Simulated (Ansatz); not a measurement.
Given:

SnSe:
```yaml
crystal:
  lattice:
    - [0.00000, 3.33242, 3.33242]
    - [3.33242, 0.00000, 3.33242]
    - [3.33242, 3.33242, 0.00000]
  atoms:
    - { symbol: Se, position: [0.25000, 0.25000, 0.25000] }
    - { symbol: Sn, position: [0.00000, 0.00000, 0.00000] }
```

This is the PBEsol-relaxed structure.

Question: All from plane-wave PAW PBEsol (Ansatz code), unless another level is named. Predict the highest zone-centre frequency.

Answer: 14.6 meV.

Question: Give the bulk modulus (Birch–Murnaghan fit).

Answer: 31.9 GPa.

Space group F-43m (zinc blende). The start of the workflow was typed in or built on a structure type; neither database checked (COD, Materials Project) lists it. It is not the phase usual at ambient conditions (space group No. 62). The cell was relaxed with PBEsol under the symmetry of its start. At this level the phase is mechanically unstable. Spin–orbit coupling is left out wherever it is not named.

Potentials: the later of the program's two PAW sets.
